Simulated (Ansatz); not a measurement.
Input and command of a plane-wave DFT calculation in Ansatz:

```yaml
crystal:
  lattice:
    - [-2.5495, 2.5495, 2.12]
    - [2.5495, -2.5495, 2.12]
    - [2.5495, 2.5495, -2.12]
  atoms:
    - { symbol: Fe, position: [0.167, 0.667, 0.834], spin: 1.81 }
    - { symbol: Fe, position: [0.333, 0.167, 0.5], spin: 1.81 }
    - { symbol: Fe, position: [0.833, 0.333, 0.166], spin: 1.81 }
    - { symbol: Fe, position: [0.667, 0.833, 0.5], spin: 1.81 }
    - { symbol: B, position: [0.75, 0.75, 0.0] }
    - { symbol: B, position: [0.25, 0.25, 0.0] }
basis:
  ecutwfc: 420
kpoints:
  mp_grid: { grid: [12, 12, 12] }
hamiltonian:
  xc: pbesol
scf:
  occupations: { method: gaussian, width: 0.1 }
output:
  forces: true
  stress: true
  eigenvalues: true
  populations: true
magnetization:
  spin_polarized: true
```

```bash
ansatz run input.yaml --threads 2 --pin off --max-ram 5120MiB --backend cpu --events-out ev --progress --plain --runs-dir out
```

Processor: Arm Neoverse V1, 2 threads, on a host shared with other jobs.

Problem. Estimate time, memory and problem size.

Solution. About 51 s on 2 threads of Arm Neoverse V1, with other jobs on the host, peak memory 0.86 GiB. It solves 47 bands at 163 k points (the mesh reduced by symmetry) with about 1039 plane waves, in 12 SCF iterations.
